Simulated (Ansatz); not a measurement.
SnPt in space group P6/mmm (No. 191; Pt on 3f, Sn on 1a, Sn on 2d) at seven volumes, the program Ansatz at the PBE level (PAW), shape and atoms relaxed at each. One row is withheld.

```json
[
 {"V (Å³/atom)": "19.662", "P (GPa)": "13.56"},
 {"V (Å³/atom)": "20.310", "P (GPa)": "8.12"},
 {"V (Å³/atom)": "20.959", "P (GPa)": "3.65"},
 {"V (Å³/atom)": "21.607", "P (GPa)": "0.00"},
 {"V (Å³/atom)": "22.255", "P (GPa)": "-2.98"},
 {"V (Å³/atom)": "22.903", "P (GPa)": "?"},
 {"V (Å³/atom)": "23.551", "P (GPa)": "-7.41"}
]
```

Fit the shown pressures and predict the withheld one.

P = (3/2)B₀(x^(7/2) − x^(5/2))[1 + (3/4)(B′ − 4)(x − 1)] with x = (V₀/V)^(2/3). Least squares on the six rows gives V₀ = 21.607 Å³/atom, B₀ = 110 GPa, B′ = 5.69. At V = 22.903, x = 0.9619 and P = -5.43 GPa. The run itself gave -5.43 GPa.

The cell is a constructed one: a structure type filled with these elements; neither database checked (COD, Materials Project) lists it. COD files the formula under space group No. 194, so this cell is another polymorph or a model. Its standing as an ambient phase is unchecked. The PBE relaxation kept the symmetry of its start; its stability against distortions is not shown here. No spin polarisation was allowed. Spin–orbit coupling is left out wherever it is not named.

Potentials: the earlier of the program's two PAW sets.
